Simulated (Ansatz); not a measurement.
Input deck for Ansatz 0.2.0, then the block of the output on the nuclei.

The cell is a COD entry (the entry's cell lengths or inner coordinates differ somewhat from later room-temperature determinations).

```yaml
crystal:
  lattice:
    - [3.812, 0.0, 0.0]
    - [-1.906, 3.3012888392, 0.0]
    - [0.0, 0.0, 18.68999]
  atoms:
    - { symbol: Zn, position: [0.0, 0.0, 0.0] }
    - { symbol: Zn, position: [0.0, 0.0, 0.5] }
    - { symbol: Zn, position: [0.3333333333, 0.6666666667, 0.16667] }
    - { symbol: Zn, position: [0.6666666667, 0.3333333333, 0.66667] }
    - { symbol: Zn, position: [0.6666666667, 0.3333333333, 0.33333] }
    - { symbol: Zn, position: [0.3333333333, 0.6666666667, 0.83333] }
    - { symbol: S, position: [0.0, 0.0, 0.125] }
    - { symbol: S, position: [0.0, 0.0, 0.625] }
    - { symbol: S, position: [0.3333333333, 0.6666666667, 0.29167] }
    - { symbol: S, position: [0.6666666667, 0.3333333333, 0.79167] }
    - { symbol: S, position: [0.6666666667, 0.3333333333, 0.45833] }
    - { symbol: S, position: [0.3333333333, 0.6666666667, 0.95833] }
kpoints:
  mp_grid: { grid: [8, 8, 2] }
scf:
  occupations: { method: fermi_dirac, width: 0.02 }
hamiltonian:
  xc: pbe
  pseudopotentials: { kind: paw, frozen_core: stored }
output:
  forces: true
  stress: true
  populations: true
  efg: { quadrupole_moments_barn: { Zn: 0.122, S: -0.0694 } }
  write_density: true
  write_potential: true
  elf: true
  volumetric_format: npy
```

```sh
ansatz run input.yaml --threads 1 --pin off --max-ram 3072MiB --backend cpu --events-out ev --progress --plain --runs-dir out
```

Of the output, the block on the nuclei alone is shown; the set-up, the SCF iterations, energies, forces and stress are cut. One atom of each set with nearly equal values is shown.

```
--- PAW observables at the nuclei: V_zz in 10²¹ V/m², potentials from the cell's mean, atoms counted from 1 ---
  atom   1  Zn V_zz =    -0.074494   η = 0.0000   by run symmetry: allowed   C_q = -0.2198 MHz
            electrostatic potential = -3941.657101 V   contact ρ = none
  atom   3  Zn V_zz =    +0.095700   η = 0.0000   by run symmetry: allowed   C_q = +0.2823 MHz
            electrostatic potential = -3941.668839 V   contact ρ = none
  atom   5  Zn V_zz =    +0.053542   η = 0.0000   by run symmetry: allowed   C_q = +0.1579 MHz
            electrostatic potential = -3941.659610 V   contact ρ = none
  atom   7  S  V_zz =    +0.146778   η = 0.0000   by run symmetry: allowed   C_q = -0.2463 MHz
            electrostatic potential = -1633.129615 V   contact ρ = none
  atom   9  S  V_zz =    +0.029619   η = 0.0000   by run symmetry: allowed   C_q = -0.0497 MHz
            electrostatic potential = -1633.112843 V   contact ρ = none
  atom  11  S  V_zz =    +0.054526   η = 0.0000   by run symmetry: allowed   C_q = -0.0915 MHz
            electrostatic potential = -1633.111730 V   contact ρ = none
```

The run took 46 s of wall time (46 s of CPU time) and 0.59 GiB at its peak, on 1 thread of Intel Xeon Platinum 8259CL CPU @ 2.50GHz (Skylake/Cascade Lake) (x86_64; 16 cores open to the job, memory cap 3.0 GiB, no GPU), a shared host with a load of 0.6 a core.
